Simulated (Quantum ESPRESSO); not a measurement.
# Planted mistakes on one cell of PBSi2C4

Calculated results; nothing here was measured. They come from pw.x of Quantum ESPRESSO 7.5, a plane-wave density functional program, with PseudoDojo standard norm-conserving files (v0.5 for PBE, v0.4.1 for LDA and PBEsol). The cells are made up: elements, strain and atom displacements were drawn at random, and nothing was relaxed. There is no spin polarisation, spin-orbit coupling or dispersion term.

The cell has 8 sites of a wurtzite lattice (rectangular cell). Sites 1 to 4 hold P B Si Si; sites 5 to 8 hold C C C C. Cell vectors in Å: (3.003, 0.059, 0.024); (0.101, 5.278, 0.001); (0.038, 0.001, 4.887). Settings: PBE, cutoff 1116 eV, 6 x 4 x 4 k mesh shifted by half a step, Fermi-Dirac smearing of 0.025 eV.

The intended run has a self-consistency threshold of 1e-07 eV, a smearing term of 0.000 eV, a pressure of -2.54 GPa and 12 iterations. Each further run changes one thing: all lengths scaled by 1.0086; atoms of sites 1 and 3 exchanged; cutoff 724 eV; files of LDA; k mesh 2 x 2 x 2; one electron removed; smearing 0.31 eV; threshold 0.7 eV. A coarse mesh keeps the shift, and a charged cell sits in a uniform background.

```
run  change of free energy (eV)  smearing term -TS (eV)  change of P (GPa)  largest change of a force component (eV/Å)  iterations
  A                      -0.010                  -0.055               0.10                                       0.055          11
  B                      -9.330                  -0.006             -26.70                                       1.219          13
  C                       0.010                   0.000               0.05                                       0.128           4
  D                       0.960                   0.000               2.01                                       2.722          13
  E                      -4.488                   0.000              -8.41                                       0.167          12
  F                       0.065                   0.000              -5.32                                       0.183          12
  G                      -1.132                   0.000              -0.86                                       0.465          12
  H                       0.478                   0.000              -4.36                                       0.039          12
```

A rerun of the intended cell at 1347 eV and k mesh 8 x 6 x 6 moved values by no more than 0.002 eV in the cell's energy, 0.20 GPa in stress and 0.011 eV/Å in force.

Question: which change belongs to which run?

## Worked reading

Run C has the fewest iterations, as a run stopped early does. Run A has the largest smearing term, as wide smearing gives. Run F changes the volume by a factor of 1.0260; minus its pressure change over the logarithm of that factor, 207 GPa, is a rough bulk modulus with clamped atoms. Energies from files of another functional, or of a charged cell, have another zero and say nothing on stability; the pressure of a charged cell rests on the program's zero of potential too.

## Key

| run | change |
| --- | --- |
| A | smearing 0.31 eV |
| B | one electron removed |
| C | threshold 0.7 eV |
| D | atoms of sites 1 and 3 exchanged |
| E | files of LDA |
| F | all lengths scaled by 1.0086 |
| G | k mesh 2 x 2 x 2 |
| H | cutoff 724 eV |